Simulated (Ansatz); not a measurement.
A geometry of Cl2 away from equilibrium: step 2 of the relaxation of a relaxed Cl2 cell, doubled along one cell vector, shaken by Gaussian noise of σ = 0.08 Å a coordinate. Level of theory: PBE (plane waves to 420 eV, PAW, scalar-relativistic; Ansatz, a program for electronic structure). Γ-centred k-mesh 4×2×5 on the run's cell (coarser than for final values), Fermi–Dirac smearing 0.05 eV.

```yaml
crystal:
  lattice:
    - [6.10056, 0.00191, 0.00270]
    - [0.00382, 12.19453, 0.00249]
    - [0.00203, 0.00094, 4.57654]
  atoms:
    - { symbol: Cl, position: [0.62485, 0.31041, 0.50850] }
    - { symbol: Cl, position: [0.60588, 0.81621, 0.53078] }
    - { symbol: Cl, position: [0.10763, 0.43259, 0.00975] }
    - { symbol: Cl, position: [0.13654, 0.94755, 0.99199] }
    - { symbol: Cl, position: [0.87457, 0.04629, 0.01948] }
    - { symbol: Cl, position: [0.89447, 0.55903, 0.01028] }
    - { symbol: Cl, position: [0.40544, 0.19345, 0.46423] }
    - { symbol: Cl, position: [0.39426, 0.68673, 0.51319] }
```

**Question.** Predict the force on each atom, in eV/Å.

**Answer.** 
```csv
atom,Fx,Fy,Fz
Cl1,0.54,0.59,0.10
Cl2,-0.39,-0.45,-0.02
Cl3,-0.10,0.14,0.00
Cl4,0.06,-0.02,-0.01
Cl5,-0.06,0.02,0.02
Cl6,0.11,-0.13,0.00
Cl7,-0.54,-0.59,-0.10
Cl8,0.38,0.45,0.02
```

**Question.** What is the pressure?

**Answer.** 0.0 GPa, compression positive.

No spin polarisation in the result. Without a van der Waals term the distances between weakly bound units are poorly fixed.

The end of the path is a generated cell of Cl2: the first start was made by placing the elements on the sites of a structure type, and the end was not matched to a known phase here, so it may be hypothetical. Known forms of Cl2 include space group No. 64.
